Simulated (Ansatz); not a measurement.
A geometry of ZrS₂ away from equilibrium: step 3 of the relaxation of a generated cell, ZrS2 placed in the pyrite structure type. All values below come from r2SCAN (plane waves to 500 eV, PAW, scalar-relativistic; Ansatz, an electronic-structure program). Γ-centred k-mesh 3×3×3 on the run's cell (coarser than for final values), Fermi–Dirac smearing 0.05 eV. The plane waves were selected for a different cell earlier on the path.

```
ZrS2
1.0
    6.30903     0.00000     0.00000
    0.00000     6.30903     0.00000
    0.00000     0.00000     6.30903
Zr S
4 8
Direct
  0.00000   0.00000   0.00000
  0.50000   0.50000   0.00000
  0.00000   0.50000   0.50000
  0.50000   0.00000   0.50000
  0.35827   0.35827   0.35827
  0.85827   0.14173   0.64173
  0.64173   0.85827   0.14173
  0.14173   0.64173   0.85827
  0.64173   0.64173   0.64173
  0.14173   0.85827   0.35827
  0.35827   0.14173   0.85827
  0.85827   0.35827   0.14173
```

**Question.** What forces act on the atoms (eV/Å)?

**Answer.** 
```csv
atom,Fx,Fy,Fz
Zr1,0.00,0.00,0.00
Zr2,0.00,0.00,0.00
Zr3,0.00,0.00,0.00
Zr4,0.00,0.00,0.00
S5,-0.21,-0.21,-0.21
S6,-0.21,0.21,0.21
S7,0.21,-0.21,0.21
S8,0.21,0.21,-0.21
S9,0.21,0.21,0.21
S10,0.21,-0.21,-0.21
S11,-0.21,0.21,-0.21
S12,-0.21,-0.21,0.21
```

The path ends in Pa-3 (No. 205). No spin polarisation in the result.

The run could not lose the symmetry of its start, so the end can be a saddle point.

The end of the path is a generated cell of ZrS2: the first start was made by placing the elements on the sites of a structure type, and the end was not matched to a known phase here, so it may be hypothetical. Known forms of ZrS2 include space group No. 164.
